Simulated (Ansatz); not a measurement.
# Elastic constants of Os (P6_3/mmc), step by step

```
Os
1.0
     2.73830    0.00000    0.00000
    -1.36915    2.37144    0.00000
     0.00000    0.00000    4.31663
Os
2
Direct
  0.33333 0.66667 0.25000
  0.66667 0.33333 0.75000
```

Level of theory, where no other is named: r²SCAN, PAW on Ansatz 0.2.0's default frozen-core files (fitted under PBE), scalar-relativistic. k mesh 20×20×12, strains of ±0.005, Fermi-Dirac smearing of 0.080 eV, cutoff 500 eV. The cell was relaxed by PAW under this functional.

The cell is hexagonal and carries a residual pressure of -0.02 GPa at this level. Each strain component that symmetry leaves independent is applied at ±0.005 and ±0.01, the ions relax wherever a strain frees them, and the stress (tension positive, GPa) is read. Shears are engineering strains, γ = 2ε.

| strain | size | σxx | σyy | σzz | σyz | σxz | σxy |
| --- | --- | --- | --- | --- | --- | --- | --- |
| xx | -0.01 | -8.2906 | -2.3772 | -2.3104 | 0.0000 | 0.0000 | 0.0000 |
| xx | -0.005 | -4.0346 | -1.1578 | -1.1356 | 0.0000 | 0.0000 | 0.0000 |
| xx | +0.005 | 3.8952 | 1.1778 | 1.1419 | 0.0000 | 0.0000 | 0.0000 |
| xx | +0.01 | 7.5767 | 2.3006 | 2.2484 | 0.0000 | 0.0000 | 0.0000 |
| zz | -0.01 | -2.3679 | -2.3679 | -9.2491 | 0.0000 | 0.0000 | 0.0000 |
| zz | -0.005 | -1.1414 | -1.1414 | -4.5321 | 0.0000 | 0.0000 | 0.0000 |
| zz | +0.005 | 1.1361 | 1.1361 | 4.3961 | 0.0000 | 0.0000 | 0.0000 |
| zz | +0.01 | 2.1914 | 2.1914 | 8.6144 | 0.0000 | 0.0000 | 0.0000 |
| yz | -0.01 | 0.0067 | -0.0027 | -0.0615 | -2.7381 | 0.0000 | 0.0000 |
| yz | -0.005 | 0.0213 | 0.0189 | -0.0045 | -1.3697 | 0.0000 | 0.0000 |
| yz | +0.005 | 0.0213 | 0.0189 | -0.0045 | 1.3697 | 0.0000 | 0.0000 |
| yz | +0.01 | 0.0067 | -0.0027 | -0.0615 | 2.7381 | 0.0000 | 0.0000 |

The slope is [8(σ(+δ) − σ(−δ)) − (σ(+2δ) − σ(−2δ))]/(12δ), and the program imposes the crystal's symmetry on the matrix.

Q: What are the independent elastic constants?

A: C11 = 792.8, C12 = 233.5, C13 = 227.7, C33 = 892.7, C44 = 274.0 GPa.

Q: Is the crystal stable against homogeneous strain?

A: The least eigenvalue of the 6×6 matrix is 274.0 GPa, so yes.

Q: What moduli does a random aggregate of grains have?

A: Voigt and Reuss bounds: B from 427.4 to 428.4 and G from 283.9 to 284.8 GPa; their means are B = 427.9 and G = 284.3 GPa. Then E = 9BG/(3B + G) = 698.4 GPa, ν = (3B − 2G)/(6B + 2G) = 0.228 and B/G = 1.50, on the brittle side of Pugh's 1.75 (a rule of thumb).

Q: With the density of 22.538 g/cm³, how fast does sound travel, and what Debye temperature follows?

A: 

| direction | slow (m/s) | middle (m/s) | fast (m/s) |
| --- | --- | --- | --- |
| x | 3487 | 3523 | 5931 |
| y | 3487 | 3523 | 5931 |
| z | 3487 | 3487 | 6294 |

The mean of v⁻³ over directions and branches gives v_m = 3932 m/s and θ_D = (ħ/k_B) v_m (6π²n)^(1/3) = 485 K, n being atoms per volume. Young's modulus spans 680 to 792 GPa over directions, and the universal anisotropy index is 0.02.

Q: How do the constants change if the ions are clamped to the homogeneous strain?

A: Clamped values, with the change against relaxed ions: C11 = 796.0 (+3.2), C12 = 230.2 (-3.2), C13 = 227.7 (+0.0), C33 = 892.7 (+0.0), C44 = 274.0 (+0.0) GPa.

Q: What happens at 2 GPa (cell relaxed there)?

A: The volume falls to 0.9954 of its value, and C11 = 808.3, C12 = 240.3, C13 = 233.5, C33 = 909.4, C44 = 277.9 GPa (slopes of the stress), in this structure whether or not another phase takes over.

Keep in mind: frozen-core PAW files fitted under PBE, their cores solved anew for the functional of the run; responses of metals move with mesh and smearing; no spin-orbit coupling on heavy atoms; elastic stability says nothing of phonons or of other phases.
